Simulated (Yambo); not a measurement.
Yambo run on Cs2CaH4 (space group I4/mmm, No. 139). The wavefunctions are PBEsol (pw.x of Quantum ESPRESSO, ONCV potentials, without SOC) ones on a 4×4×4 mesh (16 occupied bands); a = 8.409 Å, b = 8.409 Å, c = 8.409 Å, α = 148.23°, β = 148.23°, γ = 45.54°.

Yambo input:

```
rim_cut
gw0
dyson
el_el_corr
HF_and_locXC
ppa
em1d
RandQpts= 1000000
RandGvec= 1 Ry
EXXRLvcs= 72 Ry
VXCRLvcs= 288 Ry
Chimod= "HARTREE"
% BndsRnXp
 1 | 164 |
%
NGsBlkXp= 2 Ry
% LongDrXp
 1.0 | 1.0 | 1.0 |
%
PPAPntXp= 27.2114 eV
% GbndRnge
 1 | 164 |
%
GTermKind= "BG"
DysSolver= "n"
ExtendOut
% QPkrange
 6 | 6 | 16 | 17 |
 11 | 11 | 17 | 17 |
%
```

k points by index: 6 = N, 11 = (0.25, -0.25, 0.25).

Resulting energies as the program prints them:

```
#    K-point    Band    Eo [eV]    E [eV]    E-Eo [eV]    Vxc [eV]    Vnlxc [eV]    Sc|Eo [eV]    Sc|E [eV]    dSc/dw|Eo [eV]    Re(Z)    Im(Z)
#
    6    16    0.000000    -1.268974    -1.268974    -10.40186    -13.84943    1.899363    2.178591    -5.986989    0.819657    -0.001558
    6    17    2.846388    3.653332    0.806944    -7.947457    -3.695643    -3.292937    -3.444870    -5.122545    0.841572    -0.001275
    11    17    2.827097    3.613568    0.786472    -7.843619    -3.620242    -3.289285    -3.436906    -5.106716    0.841984    -0.001272
```
(The two width columns are left out.) Convergence of these settings isn't established.

Geometry of the Materials Project entry, not relaxed at this level.

The structure is a Materials Project entry; no match was found in the copy of COD used, and its stability was not checked.
